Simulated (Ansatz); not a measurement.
Computed scan of one atom of the cell: BP (zinc blende)

Starting cell, BP (zinc blende):

```
BP
1.0
    0.00000     2.27424     2.27424
    2.27424     0.00000     2.27424
    2.27424     2.27424     0.00000
P B
1 1
Cartesian
  3.41135   3.41135   3.41135
  0.00000   0.00000   0.00000
```

In this cell atom 2 (B, nearest neighbour P at 1.970 Å; its periodic images, 3.2 Å or more away, move with it) is moved by s along Cartesian x, unit vector (1.000, 0.000, 0.000); all other atoms and the cell stay fixed.

Level of theory: PBE (plane waves to 420 eV, PAW, scalar-relativistic; Ansatz, an electronic-structure program). k mesh 10×10×10 (Γ-centred), Fermi-Dirac smearing 0.05 eV. The energy includes the smearing's −TS. Stress and pressure are positive under compression. As the smearing reaches across the gap at some points, energies and forces of such displacements shift with the k mesh and the smearing. F∥ is the force on the atom along that direction. BP was relaxed with its symmetry unable to fall. ΔE is measured from the undisplaced structure.

```tsv
s (Å)	ΔE (eV/cell)	F∥ (eV/Å)	P (GPa)
-0.590	2.520	6.190	24.4
-0.472	1.778	6.283	16.8
-0.354	1.073	5.492	10.0
-0.236	0.503	4.068	4.6
-0.118	0.130	2.182	1.2
0.000	0.000	0.000	0.0
0.118	0.130	-2.182	1.2
0.236	0.503	-4.068	4.6
0.354	1.073	-5.492	10.0
0.472	1.778	-6.283	16.8
0.590	2.520	-6.190	24.4
```

Read from the data:

Energy at s = 0.590 Å: 2520 meV/cell
Force along the line at s = -0.590 Å: 6.19 eV/Å
Symmetry of the curve: even: the same for both signs
Shape of the curve: a single well with its minimum at or next to zero displacement
Force constant k = d²E/ds² at s = 0 (finite differences): 18.9 eV/Å²
Harmonic estimate at the end of the scan: ½ks² = 3292 meV/cell against the computed 2520 meV/cell, so the well is softer than harmonic there
Zone-centre optical wavenumber from k: 801 cm⁻¹

(For displaced atoms, the force is minus the slope of the energy, and its curvature is a force constant, which sets phonon frequencies.)
